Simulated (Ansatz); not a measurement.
Structure relaxation, Co2Si

The start is a generated trial cell of Co2Si in the AFLOW prototype AB2_cF48_227_c_e (as in Ti2C). The structure is fully relaxed (lattice and positions, P = 0) with PBE (plane waves to 420 eV, PAW, scalar-relativistic; Ansatz, an electronic-structure program). The first steps use a coarse 4×4×4 k-mesh.

Initial structure:
```
CELL_PARAMETERS angstrom
      0.00000     3.99988     3.99988
      3.99988     0.00000     3.99988
      3.99988     3.99988     0.00000
ATOMIC_POSITIONS crystal
  Si 0.62500 0.62500 0.62500
  Si 0.12500 0.62500 0.62500
  Si 0.62500 0.12500 0.62500
  Si 0.62500 0.62500 0.12500
  Co 0.87000 0.87000 0.87000
  Co 0.39000 0.87000 0.87000
  Co 0.87000 0.39000 0.87000
  Co 0.87000 0.87000 0.39000
  Co 0.38000 0.38000 0.38000
  Co 0.86000 0.38000 0.38000
  Co 0.38000 0.86000 0.38000
  Co 0.38000 0.38000 0.86000
```
Spin-polarised start, with parallel moments on Co.

### Question
Which atoms feel the largest initial force, and how large is it?

### Answer
About 7.0 eV/Å, on Co5, Co6, Co7, Co8, Co9, Co10, Co11, Co12 (atoms numbered as listed).

### Question
By how much does the energy per atom fall from start to end?

### Answer
1.05 eV/atom.

### Question
How does the volume change?

### Answer
+12.8 %, from 10.67 to 12.03 Å³/atom.

### Question
How do the shortest distances between atoms change?

### Answer
The closest pairs of elements (up to four, under 3.6 Å), start → end: Co–Si 1.96 → 2.27 Å; Co–Co 2.72 → 2.44 Å; Si–Si 2.83 → 2.94 Å.

### Question
What band gap does the relaxed structure have at this level?

### Answer
No gap (metallic).

### Question
What does it relax into? Give the structure.

### Answer

```cif
data_Co32Si16
_chemical_formula_sum 'Si16 Co32'
_space_group_name_H-M_alt 'Fd-3m :1'
_space_group_IT_number 227
_space_group_name_Hall 'F 4d 2 3 -1d'
_cell_length_a 8.32807
_cell_length_b 8.32807
_cell_length_c 8.32807
_cell_angle_alpha 90.000
_cell_angle_beta 90.000
_cell_angle_gamma 90.000
loop_
_atom_site_label
_atom_site_type_symbol
_atom_site_symmetry_multiplicity
_atom_site_Wyckoff_symbol
_atom_site_fract_x
_atom_site_fract_y
_atom_site_fract_z
_atom_site_occupancy
Si1 Si 16 c 0.12500 0.12500 0.12500 1
Co1 Co 32 e 0.39644 0.39644 0.39644 1
```
(The calculation used a cell of 12 atoms; values per cell refer to that cell.)

The space group stays Fd-3m (No. 227) (the run could not lower it); the end is AFLOW prototype AB2_cF48_227_c_e (as in Ti2C), with 12 atoms in the primitive magnetic cell. Final values are on a 8×8×8 k-mesh of the relaxed cell. Spin state reached: ferromagnetic (net 0.49 μB/atom), from parallel starting moments; other spin orders were not run from this start.

The run could not lose the symmetry of its start, so the end can be a saddle point.

The relaxed structure here is a generated cell of Co2Si: the first start was made by placing the elements on the sites of a structure type, and the end was not matched to a known phase here, so it may be hypothetical.
